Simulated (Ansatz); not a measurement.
OsC (CsCl type), relaxed with PBEsol (Ansatz, an electronic-structure program, plane waves, PAW): a = b = c = 2.666 Å, α = β = γ = 90.00°.

ΔH_f (eV/atom): 1.37
B₀ by P(V) fit (GPa): 421

### Question
The same phase is relaxed and computed with PBE in the same code. What are the cell and these values now?

### Answer
a = 2.690 Å, b = 2.690 Å, c = 2.690 Å, α = 90.00°, β = 90.00°, γ = 90.00°.

* **ΔH_f (eV/atom)**: 1.46
* **B₀ by P(V) fit (GPa)**: 387

Constructed cells (a structure type filled with these elements, in neither database checked): OsC, CsCl type. Unstable at this level: OsC, CsCl type with PBEsol. All cells were relaxed under the symmetry of their starts (and spin orders); stability against distortions was not tested throughout. Rows with no word on spin ran without spin polarisation. Spin–orbit coupling is left out wherever it is not named.

Potentials: the later of the program's two PAW sets.

Ansatz is a plane-wave DFT program.

Formation energies count from the lowest solids of the elements computed at the same level, not from gases.
